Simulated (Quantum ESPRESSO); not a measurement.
# Strain and stress in Ga3SiO5N

The results below are calculated, not measured. They come from pw.x of Quantum ESPRESSO 7.5, a plane-wave density functional program, with PseudoDojo standard norm-conserving files (v0.5 for PBE, v0.4.1 for LDA and PBEsol). The cells are made up: elements, strain and atom displacements were drawn at random, and nothing was relaxed. There is no spin polarisation, spin-orbit coupling or dispersion term.

The cell has 10 sites of a corundum lattice. Sites 1 to 4 hold Ga Ga Ga Si; sites 5 to 10 hold O O O O N O. Cell vectors in Å: (2.394, 1.348, 4.474); (-2.531, 1.434, 4.522); (0.006, -3.036, 4.579). Settings: PBE, cutoff 1143 eV, 6 x 5 x 5 k mesh shifted by half a step, Fermi-Dirac smearing of 0.025 eV.

Each run adds the same strain along x and y to one cell, with the atoms carried along; the vectors above are those of run 4. Stress is positive in tension and P is minus a third of its trace. E is the free energy for each atom above the lowest run shown. The last column is band 40 less band 39 at Gamma, from a band step after each run.

```
run  strain (%)  s_xx (GPa)  s_yy (GPa)  s_zz (GPa)  s_xy (GPa)  P (GPa)  E (meV/atom)  level step at Gamma (eV)
  1       -2.33      -24.63      -16.69      -15.79       -5.90    19.04         40.23                     1.727
  2       -1.77      -20.84      -12.74      -13.92       -5.82    15.83         27.72                     1.627
  3       -0.97      -15.78       -7.45      -11.44       -5.70    11.56         14.06                     1.485
  5        1.27       -3.46        5.29       -5.56       -5.34     1.24          0.00                     1.083
  6        2.22        1.01        9.87       -3.49       -5.17    -2.46          3.77                     0.914
  7        2.46        2.08       10.96       -3.00       -5.13    -3.35          5.55                     0.872
  4        0.64           ?           ?           ?           ?        ?             ?                         ?
```

A rerun of one of these cells at 1437 eV and k mesh 8 x 7 x 7 moved values by no more than 0.003 eV in the cell's energy, 0.02 GPa in stress and 0.002 eV/Å in force.

## Worked fit

A parabola through the six runs shown gives s_xx = -10.12 + 5.60 e - 0.265 e² GPa, with e in per cent and a scatter of 0.03 GPa. The slope is a stiffness of 560 ± 4 GPa for each unit of this strain at e = 0, the sum of the responses of s_xx to strain along x and along y. The atoms are clamped, and relaxing them would in general lower it. The error is the larger of the fit's own and the change that a cubic makes, rounded up.

## Withheld run

Question: what s_xx should run 4 give?

The fit gives -6.64 GPa. The calculation gave -6.65 GPa.

| run | strain (%) | s_xx (GPa) | s_yy (GPa) | s_zz (GPa) | s_xy (GPa) | P (GPa) | E (meV/atom) | level step at Gamma (eV) |
| --- | --- | --- | --- | --- | --- | --- | --- | --- |
| 4 | 0.64 | -6.65 | 1.99 | -7.07 | -5.44 | 3.91 | 0.60 | 1.196 |